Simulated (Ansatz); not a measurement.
All numbers below come from DFT PBEsol, scalar-relativistic, plane waves, PAW in Ansatz 0.2.0.

Structure of Mn3IrN:

```xyz
5
Lattice="3.7127 0.0000 0.0000 0.0000 3.7127 0.0000 0.0000 0.0000 3.7127" Properties=species:S:1:pos:R:3 pbc="T T T"
Mn    0.0000    1.8563    1.8563
Mn    1.8563    0.0000    1.8563
Mn    1.8563    1.8563    0.0000
Ir    0.0000    0.0000    0.0000
N     1.8563    1.8563    1.8563
```

Cutoff 420 eV; k points 10×10×10 on the computed 5-atom cell (Γ-centred); Gaussian smearing, width 0.10 eV; no spin polarisation.

Levels along Γ–X–M–Γ–R–X | R–M, in eV from the Fermi level, sorted by energy at each point. Points in fractions of the primitive reciprocal vectors: Γ (0.000 0.000 0.000), X (0.000 0.500 0.000), M (0.500 0.500 0.000), R (0.500 0.500 0.500).
```
point k (1/Å, with 2π) band 31  band 32  band 33  band 34  band 35  band 36  band 37
    Γ             0.000    -0.60     0.85     0.85     0.90     0.90     0.90     0.94
    -             0.121    -0.55     0.82     0.83     0.88     0.88     0.90     0.92
    -             0.242    -0.50     0.71     0.72     0.83     0.83     0.86     0.90
    -             0.363    -0.54     0.45     0.52     0.56     0.56     0.79     0.82
    -             0.483    -0.51    -0.07     0.07     0.07     0.30     0.72     0.74
    -             0.604    -0.71    -0.53    -0.30    -0.30     0.12     0.65     0.67
    -             0.725    -1.05    -0.58    -0.49    -0.49     0.03     0.59     0.62
    X             0.846    -1.11    -0.61    -0.54    -0.54     0.01     0.57     0.60
    -             0.967    -1.12    -0.54    -0.52    -0.51     0.02     0.53     0.59
    -             1.088    -1.25    -0.55    -0.47    -0.33     0.12     0.38     0.68
    -             1.209    -1.42    -0.55    -0.53    -0.28     0.21     0.38     0.85
    -             1.330    -1.21    -0.73    -0.55    -0.35     0.06     0.62     0.67
    -             1.451    -1.04    -0.91    -0.54    -0.47    -0.10     0.27     0.91
    -             1.571    -1.40    -0.65    -0.59    -0.50    -0.25     0.00     1.07
    M             1.692    -1.66    -0.64    -0.46    -0.46    -0.40    -0.12     1.12
    -             1.863    -1.30    -0.76    -0.53    -0.45    -0.22     0.09     1.00
    -             2.034    -1.11    -0.87    -0.35    -0.23     0.00     0.43     0.60
    -             2.205    -1.18    -0.46    -0.11     0.16     0.16     0.27     0.79
    -             2.376    -0.83    -0.09    -0.03     0.30     0.50     0.53     1.07
    -             2.547    -0.53     0.25     0.41     0.73     0.74     0.79     1.07
    -             2.718    -0.54     0.75     0.78     0.85     0.87     0.90     0.94
    Γ             2.889    -0.60     0.85     0.85     0.90     0.90     0.90     0.94
    -             3.098    -0.54     0.71     0.71     0.75     0.91     0.95     0.95
    -             3.308    -0.58     0.15     0.17     0.17     0.31     0.89     1.09
    -             3.517    -0.91    -0.55    -0.25    -0.24    -0.24     0.86     1.02
    -             3.727    -1.31    -0.81    -0.49    -0.09    -0.09     0.83     0.94
    -             3.936    -1.51    -1.26    -0.04     0.26     0.26     0.80     0.90
    -             4.145    -0.96    -0.96     0.38     0.49     0.49     0.78     0.91
    R             4.355    -0.43    -0.43     0.54     0.54     0.54     0.78     0.78
    -             4.526    -0.83    -0.81     0.43     0.49     0.53     0.76     0.91
    -             4.697    -1.41    -1.29     0.11     0.37     0.50     0.72     0.90
    -             4.867    -1.35    -1.14    -0.29     0.22     0.45     0.67     0.84
    -             5.038    -1.11    -0.82    -0.67     0.09     0.35     0.62     0.77
    -             5.209    -0.94    -0.84    -0.56    -0.11     0.19     0.59     0.68
    -             5.380    -1.07    -0.62    -0.51    -0.39     0.04     0.59     0.60
    X             5.551    -1.11    -0.61    -0.54    -0.54     0.01     0.57     0.60
    R             5.551    -0.43    -0.43     0.54     0.54     0.54     0.78     0.78
    -             5.672    -0.67    -0.63     0.51     0.51     0.51     0.74     0.93
    -             5.793    -1.15    -1.00     0.40     0.40     0.45     0.64     1.02
    -             5.914    -1.42    -1.37     0.23     0.23     0.39     0.48     0.79
    -             6.035    -1.71    -1.25     0.01     0.01     0.27     0.38     0.51
    -             6.156    -1.74    -1.04    -0.21    -0.21     0.03     0.22     0.50
    -             6.277    -1.71    -0.81    -0.39    -0.39    -0.22    -0.02     0.77
    M             6.397    -1.66    -0.64    -0.46    -0.46    -0.40    -0.12     1.12
```

Spin-orbit coupling is left out, which matters for the bands of heavy elements. Spin polarisation was left out, and a magnetic state may lie lower.

A ferromagnetic start lost its moments in a first run, so spin was left out; other magnetic orders weren't tried.

Cost: 1 run of about 1.1 core-minutes, on Arm Neoverse V2 (shared hosts).